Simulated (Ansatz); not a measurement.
Does relaxation matter for the field gradients of BAs with vanadium replacing B?

Start: a supercell of BAs (zinc blende type, F-43m) built from an entry of the Crystallography Open Database (COD), with all atoms left at the host's positions.

Space group F-43m (No. 216); a = 14.3310 Å.

```
site  Wyckoff  site symmetry       x       y       z
   V       4a           -43m  0.0000  0.0000  0.0000
  B2      48h            ..m  0.1667  0.0000  0.1667
  B5      16e            .3m  0.3333  0.8333  0.1667
  B9      16e            .3m  0.6667  0.6667  0.3333
 B15      24f           2.mm  0.5000  0.6667  0.5000
As28      16e            .3m  0.0833  0.9167  0.0833
As29      24g           2.mm  0.2500  0.9167  0.2500
As33      48h            ..m  0.5833  0.7500  0.4167
As41      16e            .3m  0.4167  0.5833  0.4167
As54       4c           -43m  0.7500  0.2500  0.7500
```

One atom of each set is listed; the run and its k-mesh use a cell of 54 atoms with edges of 10.13, 10.13, 10.13 Å.

Method: Kohn–Sham DFT in Ansatz, PBE, plane waves and PAW, scalar-relativistic, collinear spin, 420 eV cutoff, Γ-centred 2×2×2 k-points, Fermi–Dirac smearing 0.01 eV, cell charge +1. Start moments as typed (μB): 1 on each V, none on the rest.

The largest force at the start is 6.3 eV/Å. Relaxing the ions at fixed cell moves them by 0.233 Å at most (atom 28, As) and 0.067 Å rms.

```
site  moved (Å)            first shell before             first shell after  V_zz before (10²¹ V/m²)  η before
   V      0.000                4 As at 2.07 Å                4 As at 2.30 Å                     0.00         –
  B2      0.042                4 As at 2.07 Å           4 As at 2.04–2.07 Å                     0.25      0.06
  B5      0.003                4 As at 2.07 Å                4 As at 2.07 Å                    0.008      0.00
As28      0.233  1 V at 2.07 Å, 3 B at 2.07 Å  3 B at 2.04 Å, 1 V at 2.30 Å                   -17.55      0.00
As29      0.003                 4 B at 2.07 Å            4 B at 2.04–2.07 Å                     1.38      0.15
As33      0.005                 4 B at 2.07 Å                 4 B at 2.07 Å                     0.32      0.77
As41      0.000                 4 B at 2.07 Å                 4 B at 2.07 Å                    -0.13      0.00
```

(1) How do the gradients change?

Answers

(1) 

| site | V_zz after | η after | change of V_zz |
| --- | --- | --- | --- |
| V | 0.00 | – | 0.00 |
| B2 | 0.19 | 0.25 | -0.06 |
| B5 | -0.041 | 0.00 | -0.05 |
| As28 | -12.78 | 0.00 | +4.77 |
| As29 | -0.80 | 0.59 | – |
| As33 | 0.99 | 0.46 | +0.67 |
| As41 | 0.023 | 0.00 | +0.16 |

The largest change of V_zz along a kept axis is on As28, from -17.55 to -12.78. In per cent, |V_zz| changes by -27 on As (all sites that start above 2). Where |V_zz| stays above 0.1 and the axes keep their order, η moves most on As33, from 0.77 to 0.46. V_zz changes sign on As41 (same axis). On As29 the largest principal value lies along another axis in the second run, so the two V_zz can't be compared directly. Other sites with |V_zz| of 0.02 or less aren't listed.

The defect repeats with the cell of 54 atoms, so it feels its images: sites between two images don't show the values beside a lone defect, and zeros or small values of η there can come from the images' arrangement. A uniform background compensates the cell's charge. The defect cell has no gap above 0.1 eV on its mesh, so the values can hang on the smearing and the k-mesh.
Before: The cell keeps the host's lattice, where the PBE pressure is 8 GPa (in a charged cell this depends on the convention for the mean potential). The neighbours have not yet relaxed around the defect (largest force 6.3 eV/Å), so the values at and beside it are those of a strained start, not of the defect in a real crystal.
After: The relaxation keeps the site symmetry -43m of the start, so the impurity can't leave its site; a distortion that would localise the partly filled state isn't explored. The cell keeps the host's lattice, where the PBE pressure is 6 GPa (in a charged cell this depends on the convention for the mean potential).
